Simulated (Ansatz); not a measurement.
ZnO (NiAs type, P6_3/mmc), DFT-r²SCAN in the program Ansatz with PAW potentials. The conduction-band minimum lies at Γ, with 1 equivalent valley. Second derivatives d²E/dk² of the lowest band at one valley (eV·Å²), along Cartesian directions:

```tsv
direction	d²E/dk²
[100]	37.70
[010]	37.70
[001]	37.65
[110]	37.70
[101]	37.68
[011]	37.68
```

Q: Find the principal effective masses, the density-of-states mass and the conductivity mass.

A: Off-diagonal terms follow from H_xy = H[110] − (H_xx + H_yy)/2, and m*/mₑ = 7.620 eV·Å² over each eigenvalue: 0.20, 0.20, 0.20. One valley's DOS mass (m₁m₂m₃)^(1/3) = 0.20, conductivity mass 3/(Σ 1/mᵢ) = 0.20 mₑ.

Q: What effective density of states Nc follows at 300 K for parabolic valleys?

A: Nc = 2.509e19 × 1 × (0.20)^(3/2) ≈ 2.2e18 cm⁻³.

The start of the workflow was typed in or built on a structure type; the Crystallography Open Database copy checked does not list it. It is not the phase usual at ambient conditions (space group No. 186). Symmetry was held in the r²SCAN relaxation; whether a distortion lowers the energy is not shown.

Potentials: the earlier of the program's two PAW sets.

Edges and masses are those of Kohn–Sham bands, whose gap is no quasiparticle gap.
